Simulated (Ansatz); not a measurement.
**Kick test of a cell of Zr2TiN3**

The structure comes from a generated guess, relaxed at this level; another structure or a mixture of phases may lie lower.

Method: DFT PBE, scalar-relativistic, plane waves, PAW (Ansatz 0.2.0). Cutoff 420 eV; k points 12×12×6 on the computed 6-atom cell (Γ-centred); Gaussian smearing, width 0.10 eV; no spin polarisation.

The cell below (6 atoms, space group P-3m1 (No. 164)) is relaxed within its symmetry.

```
Zr Ti N
1.0
     3.17831    0.00000    0.00000
    -1.58916    2.75250    0.00000
     0.00000    0.00000    7.74825
Zr Ti N
2 1 3
Direct
  0.66667 0.33333 0.82507
  0.33333 0.66667 0.17493
  0.00000 0.00000 0.50000
  0.33333 0.66667 0.65278
  0.66667 0.33333 0.34722
  0.00000 0.00000 0.00000
```

For the test a repeat of it with 12 atoms (edges 3.18, 3.18, 15.50 Å) was strained at random (σ = 1.5 % a component), the atoms were moved at random (σ = 0.15 Å), and all was relaxed again on a coarse 6×6×2 mesh (in the run’s order of axes) with 0.20 eV smearing, with no symmetry imposed.

Question: Does it come back?

Answer: It returns, within 1 meV/atom of the unmoved cell on that mesh and with the same symmetry when read at 0.1 Å. So it is stable against the distortions that fit this cell and that this random move excites. Modes that don't fit the cell aren't tested.
